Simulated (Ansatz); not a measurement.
Cs3As2Au2: from a guess to a relaxed structure

Theory: DFT PBE, scalar-relativistic, plane waves, PAW in Ansatz 0.2.0. Cutoff 420 eV, Gaussian smearing, Γ-centred meshes. Cell and atoms relax first on a coarse mesh and then on a finer one. In between, the cell is made exact in the group found at 0.06 Å. In metals the finer mesh still leaves noise of several meV/atom or more. The steps can't lower the symmetry of their start. No spin polarisation.

A trial structure of Cs3As2Au2 was built thus: random cell by space group and Wyckoff sites (P-4m2, No. 115). Lengths were set from tabulated atomic sizes, so they are only a guess.

```
Cs As Au
1.0
     6.57790    0.00000    0.00000
     0.00000    6.57790    0.00000
     0.00000    0.00000    6.75961
Cs As Au
3 2 2
Cartesian
  0.0000 3.2889 1.8765
  3.2889 0.0000 4.8832
  0.0000 0.0000 3.3798
  0.0000 3.2889 4.4623
  3.2889 0.0000 2.2973
  0.0000 0.0000 5.8216
  0.0000 0.0000 0.9380
```

Formation energies are uncorrected and refer to the elements' standard structures at the same level.

Question: Which structure results?

Answer: The symmetry stays P-4m2 (No. 115). The volume per atom grows by 32.4 %, from 41.8 to 55.3 Å³. The shortest distance goes from 1.88 Å (Au–Au) to 2.47 Å (As–Au). The ratio c/a of the conventional cell changes by a factor of 3.87. The energy falls by about 2.2 eV/atom (the start's value is from the coarse mesh). The end is written in a standard setting, so origin, axes and order of atoms can differ from the start's. Conventional cell: a = 4.598 Å, c = 18.310 Å. Cs on a site of symmetry 2mm is surrounded by 2 Au at 3.53 Å, 4 As at 3.70 Å and 4 Cs at 4.60 Å; Cs on a site of symmetry -4m2 has 4 Cs at 4.60 Å; around As lie 2 Au at 2.47 Å and 4 Cs at 3.70 Å; Au is surrounded by 2 As at 2.47 Å, 1 Au at 2.76 Å and 2 Cs at 3.53 Å.

```cif
data_structure
_symmetry_space_group_name_H-M 'P-4m2'
_symmetry_Int_Tables_number 115
_cell_length_a 4.5985
_cell_length_b 4.5985
_cell_length_c 18.3100
_cell_angle_alpha 90.000
_cell_angle_beta 90.000
_cell_angle_gamma 90.000
_cell_volume 387.18
loop_
_atom_site_label
_atom_site_type_symbol
_atom_site_symmetry_multiplicity
_atom_site_Wyckoff_symbol
_atom_site_fract_x
_atom_site_fract_y
_atom_site_fract_z
_atom_site_occupancy
Cs1 Cs 2 g 0.00000 0.50000 0.22202 1
Cs2 Cs 1 d 0.00000 0.00000 0.50000 1
As1 As 2 g 0.00000 0.50000 0.87467 1
Au1 Au 2 e 0.00000 0.00000 0.92461 1
```

Question: Give its energy and gap.

Answer:

- Formation energy: +0.05 eV/atom
- Gap on the 8×8×2 mesh of the 7-atom cell: 0 eV (a metal)

A positive value: parting into the elements would lower its energy.

The last run used Gaussian smearing of 0.10 eV. These runs have no spin–orbit coupling, which can matter for Au. The cell is a metal run without spin; a magnetic state may lie lower. The reference form of As is held partly by dispersion forces, which this level lacks. Symmetry constrained the relaxation, so the result can be a saddle point.
